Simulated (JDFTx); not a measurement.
```json
{
 "surface": "ZnCu(100), Zn outermost, slab composition Zn3Cu2",
 "bulk": "ZnCu, Pm-3m, lattice of mp-987 (not re-optimised)",
 "slab": "5 atoms in 5 planes, 1x1, 5.9 Å between the outermost planes",
 "in-plane cell": "2.921 × 2.921 Å, 8.53 Å²",
 "cell_height": "21.8 Å",
 "sampling": "8×8×1 k mesh, Fermi smearing 0.01 Ha, no spin polarisation"
}
```

Whether this polymorph is the ambient one wasn't checked.

Computed with JDFTx (a modified build): PBE, GBRV ultrasoft potentials, plane waves to 20/100 Ha. Liquid: CANDLE, water, 0.5 M KF. The neutral cell holds 98 valence electrons and has two faces of 8.530 Å² each. Last filling lines of the neutral and of a charged run (μ in hartree, zero in the bulk liquid):

```
FillingsUpdate:  mu: -0.132173631  nElectrons: 98.000000
FillingsUpdate:  mu: -0.142955000  nElectrons: 97.955117
```

A calculation by hand: both potentials, by the convention U = −μ/e − 4.44 V vs SHE, the surface charge density and the mean capacitance.

U_pzc = 0.13217 × 27.2114 − 4.44 = -0.84 V; U = 0.14295 × 27.2114 − 4.44 = -0.55 V. The cell has -0.0449 excess electrons, a net charge of 0.0449 e, shared by two faces: σ = 0.0449 e / (2 × 8.530 Å²) = 0.00263 e/Å² = 4.2 μC/cm² (1 e/Å² = 1602.18 μC/cm²). C = σ/(U − U_pzc) = 4.2/0.29 ≈ 14 μF/cm².
